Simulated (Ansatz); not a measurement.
N:
```
CELL_PARAMETERS angstrom
      4.20346     0.00000     0.00000
      0.00000     4.20346     0.00000
      0.00000     0.00000     5.39332
ATOMIC_POSITIONS crystal
  N  0.90806 0.90806 0.00000
  N  0.09194 0.09194 0.00000
  N  0.59194 0.40806 0.50000
  N  0.40806 0.59194 0.50000
```

Relaxed with r²SCAN. Special points in fractions of this cell's reciprocal vectors: Γ (0.000, 0.000, 0.000); X (0.000, 0.500, 0.000); M (0.500, 0.500, 0.000); Z (0.000, 0.000, 0.500); R (0.000, 0.500, 0.500); A (0.500, 0.500, 0.500).

**Question.** List the band energies nearest the valence-band maximum at these points for r²SCAN in the plane-wave PAW code Ansatz.

**Answer.** In eV from the valence-band maximum; about four levels below and three above (degenerate sets whole), none deeper than 8.9 eV; points with the same levels are listed once.

```
k                          below                above
-  -----------------------------  -------------------
Γ  -1.33 -1.33 -1.24 -0.82 -0.13  7.90 8.77 9.06 9.06
X        -1.49 -1.49 -0.18 -0.18  8.86 8.86 8.88 8.88
M        -1.45 -1.45 -0.03 -0.03  8.67 8.67 9.56 9.56
Z        -1.34 -1.34 -0.35 -0.35  8.31 8.31 9.04 9.04
R        -1.32 -1.32 -0.23 -0.23  8.51 8.51 9.16 9.16
A          -1.48 -1.48 0.00 0.00  8.67 8.67 9.56 9.56
```

Space group P4_2/mnm. The first step of the workflow began from a Materials Project structure, measured or hypothetical; the Crystallography Open Database copy checked does not list it. It is not the usual solid phase (space group No. 205). Symmetry was held in the r²SCAN relaxation; its stability against distortions is not shown here. The substance is a gas or liquid at ambient conditions. A crystal of weakly bound molecules computed without a dispersion correction: the cell and the soft elastic constants depend strongly on that.

Potentials: the later of the program's two PAW sets.
